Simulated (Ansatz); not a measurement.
Values for one crystal, relaxed and computed with plane-wave PAW PBEsol (Ansatz code); other levels are named.

Volume per atom: 34.43 Å³
Electronic character: no gap, with almost no states at the Fermi level (zero-gap or semimetallic)
Density of states at the Fermi level: 0.02 states/eV per atom (mean over ±0.08 eV)
Highest zone-centre frequency: 96 cm^-1
Poisson's ratio: 0.35
Pressure derivative B′: 6.9
Hill bulk and shear moduli: 38.0 and 12.7 GPa

Q: Pick the material that matches.
A. V, bcc (W type)
B. Co, hcp (Mg type)
C. Cr, bcc (W type)
D. Bi, A7 (α-As type)

A: D, Bi, A7 (α-As type)

Space group R-3m (A7 (α-As type)). The PBEsol relaxation kept the symmetry of its start; of distortions, only those at the zone centre were tested. As this level gives no gap, shear constants depend on the k-mesh and smearing (Fermi–Dirac, 0.1 eV here). As this level gives no gap, phonon frequencies hold no LO–TO term and depend on the k-mesh and smearing (Fermi–Dirac, 0.1 eV here). Scalar-relativistic: spin–orbit coupling is off unless named, which matters more the heavier the elements.

Potentials: the earlier of the program's two PAW sets.
